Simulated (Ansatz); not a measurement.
P (black-P type, space group Cmce)

```
CELL_PARAMETERS angstrom
      1.65109    -5.34545     0.00000
      1.65109     5.34545     0.00000
      0.00000     0.00000     4.46660
ATOMIC_POSITIONS crystal
  P  0.40091 0.59909 0.58506
  P  0.59909 0.40091 0.41494
  P  0.90091 0.09909 0.91494
  P  0.09909 0.90091 0.08506
```

This relaxed cell (volume V₀) is scaled evenly in all directions, its shape held. The atoms relax within the cell's symmetry.

The numbers are results of r2SCAN+rVV10 (plane waves to 500 eV, PAW, scalar-relativistic; Ansatz, a first-principles code), not measurements. k mesh 10×10×8 (Γ-centred), Fermi-Dirac smearing 0.05 eV. The energy includes the smearing's −TS. Compression counts positive. With the shape held, the modulus is that of even scaling; a crystal free to change shape is softer. P was relaxed with its symmetry unable to fall. The PAW data are Ansatz's earlier set. The zero of ΔE is the relaxed starting cell.

```
V (Å³/atom)  ΔE (meV/atom)  P (GPa)
-----------  -------------  -------
18.528                  11      3.1
18.824                   6      2.2
19.119                   3      1.4
19.415                   1      0.7
19.711                   0      0.0
20.006                   1     -0.6
20.302                   2     -1.2
20.598                   5     -1.8
20.893                   9     -2.3
```

Key numbers:

```
Item                                                                          Result
---------------------------------------------------------------------  -------------
Pressure at the smallest volume                                              3.1 GPa
Energy cost of the largest compression                                   11 meV/atom
Energy cost of the largest expansion                                      9 meV/atom
Bulk modulus at fixed cell shape B₀ (third-order Birch-Murnaghan fit)       44.6 GPa
Pressure derivative B₀′ (fit)                                                    3.4
Equilibrium volume of the fit                                          19.71 Å³/atom
Pressure for 5 % compression (fit)                                           2.5 GPa
```

(Under strain, the slope of the energy per volume gives the stress and its curvature an elastic modulus.)
